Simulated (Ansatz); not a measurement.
Values for one crystal, relaxed and computed with plane-wave PAW PBE (Ansatz code); other levels are named.

| Property | Result |
|---|---|
| Volume per atom | 14.76 Å³ |
| Band gap | 0.21 eV (indirect) |
| Hole effective mass with spin–orbit coupling, band 1 of 2 at the edge | 1.0 along [100], 0.60 along [110], 0.49 along [111] (mₑ) |
| Conduction-band minimum | at X (3 equivalent valleys) |
| Gap with spin–orbit coupling | 0.19 eV |
| Hole effective mass, band 1 of 3 at the edge | 1.0 along [100], 1.0 along [110], 0.49 along [111] (mₑ) |
| Hole effective mass, band 3 of 3 at the edge | 0.17 along [100], 0.22 along [110], 0.25 along [111] (mₑ) |

Pick the material that matches.
A. RbBr, rock salt
B. BN, rock salt
C. YN, rock salt
D. MgO, rock salt

C, YN, rock salt

Space group Fm-3m (rock salt). Symmetry was held in the PBE relaxation. The run is not spin-polarised. Scalar-relativistic: spin–orbit coupling is off unless named, which matters more the heavier the elements.

Potentials: the later of the program's two PAW sets.
